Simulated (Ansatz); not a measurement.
## Step by step: MgI2, relaxation of cell and atoms

Theory: Ansatz 0.2.0, DFT, PBE, PAW with Ansatz's default frozen-core files, scalar-relativistic.

Command: `ansatz run input.yaml --threads 1 --pin off --max-ram 3072MiB --backend cpu --events-out ev --progress --plain --runs-dir out` The run took about 45 s on 1 thread of a shared machine.

```yaml
crystal:
  lattice:
    - [4.0248451111, 0.0, 0.0]
    - [-2.0124225555, 3.4856181125, 0.0]
    - [0.0, 0.0, 6.4397521777]
  atoms:
    - { symbol: Mg, position: [0.0, 0.0, 0.0] }
    - { symbol: I, position: [0.3333333333, 0.6666666667, 0.25] }
    - { symbol: I, position: [0.6666666667, 0.3333333333, 0.75] }
kpoints:
  mp_grid: { grid: [10, 10, 5] }
scf:
  occupations: { method: fermi_dirac, width: 0.05 }
hamiltonian:
  xc: pbe
  pseudopotentials: { kind: paw }
output:
  forces: true
  stress: true
relax:
  f_tol: 0.005
  max_steps: 80
  cell: {}
```

No spin–orbit coupling, which matters for the heavy atoms here.

The cell is built from the CdI2 type as a first guess.

The cutoff is 420 eV; energies and pressures of the walk include the program's estimate of the Pulay term.

Each frame lists the cell vectors (Å), then Cartesian positions (Å) and forces (eV/Å). Free energies count from the first step, -16952.5525 eV.

The walk took 13 evaluations in all; steps that aren't listed are left out.

Step 1: E = 0.0 meV, P = 5.65 GPa

```
cell 4.0248 0.0000 0.0000 -2.0124 3.4856 0.0000 0.0000 0.0000 6.4398
Mg    0.0000    0.0000    0.0000     0.000   0.000   0.000
I     0.0000    2.3237    1.6099     0.000   0.000   0.447
I     2.0124    1.1619    4.8298     0.000   0.000  -0.447
```

Step 2: E = -216.0 meV, P = 0.85 GPa

```
cell 4.1748 0.0000 0.0000 -2.0874 3.6155 0.0000 0.0000 0.0000 6.7533
Mg    0.0000    0.0000    0.0000     0.000   0.000   0.000
I     0.0000    2.4103    1.6777     0.000   0.000  -0.114
I     2.0874    1.2052    5.0756     0.000   0.000   0.114
```

Step 3:

```
cell 4.2612 0.0000 0.0000 -2.1306 3.6903 0.0000 0.0000 0.0000 7.0597
Mg    0.0000    0.0000    0.0000
I     0.0000    2.4602    1.5835
I     2.1306    1.2301    5.4761
```

Step 4: E = -254.6 meV, P = 0.09 GPa

```
cell 4.2352 0.0000 0.0000 -2.1176 3.6678 0.0000 0.0000 0.0000 7.1156
Mg    0.0000    0.0000    0.0000     0.000   0.000   0.000
I     0.0000    2.4452    1.6469     0.000   0.000   0.038
I     2.1176    1.2226    5.4687     0.000   0.000  -0.038
```

Step 5: E = -258.7 meV, P = -0.06 GPa

```
cell 4.2273 0.0000 0.0000 -2.1137 3.6610 0.0000 0.0000 0.0000 7.2956
Mg    0.0000    0.0000    0.0000     0.000   0.000   0.000
I     0.0000    2.4406    1.6564     0.000   0.000   0.023
I     2.1137    1.2203    5.6392     0.000   0.000  -0.023
```

Step 6: E = -259.5 meV, P = -0.03 GPa

```
cell 4.2117 0.0000 0.0000 -2.1059 3.6475 0.0000 0.0000 0.0000 7.3215
Mg    0.0000    0.0000    0.0000     0.000   0.000   0.000
I     0.0000    2.4316    1.6678     0.000   0.000  -0.005
I     2.1059    1.2158    5.6537     0.000   0.000   0.005
```

Step 7: E = -265.7 meV, P = 0.09 GPa (the cell of the step before, solved again on a basis chosen afresh, hence the jump)

Step 8: E = -268.7 meV, P = 0.05 GPa

```
cell 4.2103 0.0000 0.0000 -2.1052 3.6462 0.0000 0.0000 0.0000 7.4893
Mg    0.0000    0.0000    0.0000     0.000   0.000   0.000
I     0.0000    2.4308    1.6690     0.000   0.000   0.003
I     2.1052    1.2154    5.8203     0.000   0.000  -0.003
```

Step 9: E = -270.2 meV, P = 0.05 GPa

```
cell 4.2065 0.0000 0.0000 -2.1033 3.6430 0.0000 0.0000 0.0000 7.6808
Mg    0.0000    0.0000    0.0000     0.000   0.000   0.000
I     0.0000    2.4286    1.6713     0.000   0.000   0.005
I     2.1033    1.2143    6.0094     0.000   0.000  -0.005
```

Step 10: E = -270.4 meV, P = 0.01 GPa

```
cell 4.2074 0.0000 0.0000 -2.1037 3.6437 0.0000 0.0000 0.0000 7.7437
Mg    0.0000    0.0000    0.0000     0.000   0.000   0.000
I     0.0000    2.4291    1.6727     0.000   0.000  -0.001
I     2.1037    1.2146    6.0711     0.000   0.000   0.001
```

Step 11: E = -270.4 meV, P = 0.03 GPa

```
cell 4.2062 0.0000 0.0000 -2.1031 3.6427 0.0000 0.0000 0.0000 7.8451
Mg    0.0000    0.0000    0.0000     0.000   0.000   0.000
I     0.0000    2.4285    1.6719     0.000   0.000   0.007
I     2.1031    1.2142    6.1732     0.000   0.000  -0.007
```

(1) Give the energy and forces of step 3.

(2) How does the relaxation end?

Results:

(1) E = -230.8 meV, P = 0.68 GPa
```
Mg    0.0000    0.0000    0.0000     0.000   0.000   0.000
I     0.0000    2.4602    1.5835     0.000   0.000   0.312
I     2.1306    1.2301    5.4761     0.000   0.000  -0.312
```

(2) It converges, with a = 4.207 Å, b = 4.207 Å, c = 7.850 Å, α = 90.00°, β = 90.00°, γ = 120.00° (conventional cell, space group P-3m1). The last solve (on a basis chosen afresh for the final cell, so its energy is not quite comparable) gives E = -270.9 meV, P = -0.01 GPa:
```
cell 4.2073 0.0000 0.0000 -2.1037 3.6437 0.0000 0.0000 0.0000 7.8497
Mg    0.0000    0.0000    0.0000     0.000   0.000   0.000
I     0.0000    2.4291    1.6735     0.000   0.000  -0.002
I     2.1037    1.2146    6.1763     0.000   0.000   0.002
```
